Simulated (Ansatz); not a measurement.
InSbO4:
```
CELL_PARAMETERS angstrom
     -2.94599     2.94599     4.05125
      2.94599    -2.94599     4.05125
      2.94599     2.94599    -4.05125
ATOMIC_POSITIONS crystal
  In 0.25000 0.75000 0.50000
  Sb 0.00000 0.00000 0.00000
  O  0.26837 0.35621 0.37483
  O  0.64379 0.01862 0.91216
  O  0.98138 0.89354 0.62517
  O  0.10646 0.73163 0.08784
```

Relaxed with PBE. Special points in fractions of this cell's reciprocal vectors: Γ (0.000, 0.000, 0.000); X (0.000, 0.000, 0.500); P (0.250, 0.250, 0.250); N (0.000, 0.500, 0.000); M (0.500, 0.500, -0.500); S (0.382, 0.618, -0.382); S0 (-0.382, 0.382, 0.382); R (-0.264, 0.264, 0.500); G (0.500, 0.500, -0.264).

Problem. List the band energies nearest the valence-band maximum at these points for plane-wave PAW PBE (Ansatz code).

Solution. In eV from the valence-band maximum; about four levels below and three above (degenerate sets whole), none deeper than 8.9 eV; points with the same levels are listed once.

```json
[
 {"k": "Γ", "below": "-0.34 -0.34 -0.27 -0.27 -0.11", "above": "2.26 7.05 7.23"},
 {"k": "X", "below": "-0.37 -0.15 -0.13 -0.04", "above": "4.17 5.02 7.36"},
 {"k": "P", "below": "-0.37 -0.19 -0.12 -0.07", "above": "4.12 4.95 7.38"},
 {"k": "N", "below": "-0.36 -0.33 -0.16 0.00", "above": "3.54 5.73 7.31"},
 {"k": "M", "below": "-0.67 -0.38 -0.05 -0.05", "above": "4.57 5.30 7.08 7.08"},
 {"k": "S", "below": "-0.52 -0.40 -0.08 -0.04", "above": "4.37 5.30 7.07"},
 {"k": "R", "below": "-0.43 -0.39 -0.06 -0.06", "above": "4.36 5.14 7.22"}
]
```

Space group I-4. The start of the workflow was typed in or built on a structure type; neither database checked (COD, Materials Project) lists it. Whether it is the stable phase at ambient conditions was not checked. The cell was relaxed with PBE under the symmetry of its start; whether a distortion lowers the energy is not shown. The volume moved by 28 % from the start of the relaxation. Spin–orbit coupling is left out wherever it is not named.

Potentials: the earlier of the program's two PAW sets.
